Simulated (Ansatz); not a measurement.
The start is a relaxed Ge cell displaced along its unstable phonon at q = (½, 0, 0) of its primitive reciprocal cell (85i cm⁻¹), largest move 0.15 Å. The structure is fully relaxed (lattice and positions, P = 0) with r2SCAN (plane waves to 500 eV, PAW, scalar-relativistic; Ansatz, a first-principles code). The first steps use a coarse 7×14×14 k-mesh.

Initial structure:
```
CELL_PARAMETERS angstrom
     -3.33861     3.33861     3.33861
      1.66931    -1.66931     1.66931
      1.66931     1.66931    -1.66931
ATOMIC_POSITIONS crystal
  Ge 0.00000 0.04493 0.04493
  Ge 0.50000 0.95507 0.95507
```

What is the largest force in the starting geometry, and on which atom (counted from 1)?

0.14 eV/Å, on Ge1, Ge2 (atoms numbered as listed).

By how much does the energy per atom fall from start to end?

0.18 eV/atom.

How does the volume change?

+0.4 %, from 18.61 to 18.68 Å³/atom.

How do the shortest distances between atoms change?

The closest pairs of elements (up to four, under 3.6 Å), start → end: Ge–Ge 2.73 → 2.65 Å.

Is the relaxed structure metallic? Give its gap.

No gap (metallic).

Write out the relaxed structure.


Space group P6/mmm (No. 191); a = b = 2.8543 Å, c = 2.6474 Å, α = β = 90.00°, γ = 120.00°

| atom | site | symmetry | x | y | z |
|---|---|---|---|---|---|
| Ge | 1a | 6/mmm | 0.0000 | 0.0000 | 0.0000 |

Final values are on a 19×19×17 k-mesh of the relaxed cell. No spin polarisation in the result.

The run could not lose the symmetry of its start, so the end can be a saddle point.

The relaxed structure here is a generated cell of Ge: the first start was made by placing the elements on the sites of a structure type, and the end was not matched to a known phase here, so it may be hypothetical. Known forms of Ge include space group No. 227.
